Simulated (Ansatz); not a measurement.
**Field gradients of Sb2Se3 from run to run**

Cell of run 1: an entry of the Crystallography Open Database (COD; perhaps a calculated or model structure), atoms as given.

```cif
data_Sb2Se3
_symmetry_space_group_name_H-M 'Pnma'
_symmetry_Int_Tables_number 62
_cell_length_a 11.7940
_cell_length_b 3.9860
_cell_length_c 11.6480
_cell_angle_alpha 90.000
_cell_angle_beta 90.000
_cell_angle_gamma 90.000
loop_
_atom_site_label
_atom_site_type_symbol
_atom_site_symmetry_multiplicity
_atom_site_Wyckoff_symbol
_atom_site_fract_x
_atom_site_fract_y
_atom_site_fract_z
Sb1 Sb 4 c 0.5304 0.2500 0.1721
Sb5 Sb 4 c 0.6475 0.7500 0.4604
Se9 Se 4 c 0.6289 0.7500 0.0553
Se13 Se 4 c 0.7141 0.2500 0.3051
Se17 Se 4 c 0.4464 0.7500 0.3713
```

One atom of each set is listed.

Relaxed positions (PBE, cell held):

Sb1 (0.5255, 0.2500, 0.1722)
Sb5 (0.6483, 0.7500, 0.4613)
Se9 (0.6280, 0.7500, 0.0538)
Se13 (0.7141, 0.2500, 0.3053)
Se17 (0.4445, 0.7500, 0.3698)

All runs are DFT with Ansatz 0.2.0 (plane waves and PAW, scalar-relativistic unless spin–orbit coupling is named, Γ-centred meshes, Fermi–Dirac smearing where given) in this cell.

Run 1: PBE, atoms as given; 420 eV, 3×7×3 k-points, smearing 0.02 eV.
Run 2: PBE, atoms relaxed; 420 eV, 3×7×3 k-points, smearing 0.02 eV.
Run 3: r2SCAN, at the relaxed atoms; 500 eV, 3×7×3 k-points, smearing 0.02 eV.
Run 4: PBEsol, at the relaxed atoms; 420 eV, 3×7×3 k-points, smearing 0.02 eV.

| run | Sb1 V_zz (η) | Sb5 V_zz (η) | Se9 V_zz (η) | Se17 V_zz (η) |
| --- | --- | --- | --- | --- |
| 1 | -12.72 (0.39) | -16.98 (0.00) | -28.5 (0.25) | 16.41 (0.84) |
| 2 | -10.79 (0.47) | -14.07 (0.01) | -27.0 (0.16) | 15.54 (0.89) |
| 3 | -11.97 (0.47) | -15.69 (0.03) | -28.4 (0.17) | 16.83 (0.83) |
| 4 | ? | ? | ? | ? |

V_zz in 10²¹ V/m²; 4 of the 5 sets of like atoms are followed.

Problem. Estimate the row of run 4.

Solution. Sb1: -10.41 (0.47); Sb5: -13.56 (0.01); Se9: -26.5 (0.15); Se17: 15.18 (0.91). It lies nearest to run 2, from whose tensors on these sites it differs by 0.51 at most (largest principal value of the difference, on Sb5). Taken one at a time, the positions of the atoms (as given or relaxed) move the tensors on these sites by up to 3.10 (largest principal value of the change, on Sb5), the functional (between the two that differ most) by 2.13 (Sb5).

Without spin–orbit coupling (the program notes it for Sb) the gradients can shift somewhat, as the gap is small. With these PAW files V_zz is typically within 2 to 3 % of all-electron values, but misses above 10 % occur on Sb. In runs 1, 3 the atoms aren't at the calculated equilibrium (largest force 0.33, 0.33 eV/Å).
